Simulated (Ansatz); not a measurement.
SnS in space group Pnma (No. 62; Sn on 4c, S on 4c) at seven volumes, LDA (plane waves, PAW; program Ansatz), shape and atoms relaxed at each. One row is withheld.

```
V (Å³/atom)  P (GPa)
-----------  -------
20.684             ?
21.366          3.27
22.048          1.46
22.730          0.00
23.411         -1.16
24.093         -2.04
24.775         -2.68
```

**Question.** Fit the shown pressures and predict the withheld one.

**Answer.** Third-order Birch–Murnaghan: P = (3/2)B₀(x^(7/2) − x^(5/2))[1 + (3/4)(B′ − 4)(x − 1)] with x = (V₀/V)^(2/3). Least squares on the six rows gives V₀ = 22.725 Å³/atom, B₀ = 42.78 GPa, B′ = 7.17. At V = 20.684, x = 1.0647 and P = 5.61 GPa. The run itself gave 5.49 GPa.

Symmetry was held in the LDA relaxation. A crystal of weakly bound layers computed without a dispersion correction: the cell and the soft elastic constants depend strongly on that. Scalar-relativistic: spin–orbit coupling is off unless named, which matters more the heavier the elements.

Potentials: the earlier of the program's two PAW sets. The files were generated under PBE; for other functionals the program regenerates the frozen cores, and for LDA and PBEsol the local potential too.
